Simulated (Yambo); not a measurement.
Si (space group P6_3/mmc, No. 194): the exchange self-energy on LDA orbitals (Yambo, 6×6×2 mesh) holds the Coulomb divergence, which is integrated with random points (RandQpts).

```json
[
 {"random points": "1,000", "exchange-only gap Γ → M (eV)": "5.46", "shift of the valence edge (eV)": "-1.43", "gap against the reference (meV)": "5"},
 {"random points": "10,000", "exchange-only gap Γ → M (eV)": "5.45", "shift of the valence edge (eV)": "-1.40", "gap against the reference (meV)": "-6"},
 {"random points": "100,000", "exchange-only gap Γ → M (eV)": "5.47", "shift of the valence edge (eV)": "-1.44", "gap against the reference (meV)": "13"},
 {"random points": "1,000,000", "exchange-only gap Γ → M (eV)": "5.46", "shift of the valence edge (eV)": "-1.42", "gap against the reference (meV)": "4"},
 {"random points": "5,000,000", "exchange-only gap Γ → M (eV)": "5.45", "shift of the valence edge (eV)": "-1.41", "gap against the reference (meV)": "reference"}
]
```

From 1,000 points on, the gap stays within 20 meV of the run with most points. The error is statistical; each row is a single draw, so the rows fix no rate of convergence.

Geometry relaxed with LDA; primitive cell a = 3.7993 Å, b = 3.7993 Å, c = 6.2738 Å, α = 90.00°, β = 90.00°, γ = 120.00°.

This is not the ordinary phase of the substance; no match was found in the copy of COD used, and its stability was not checked.

A shift is the quasiparticle energy of the state minus its LDA energy.
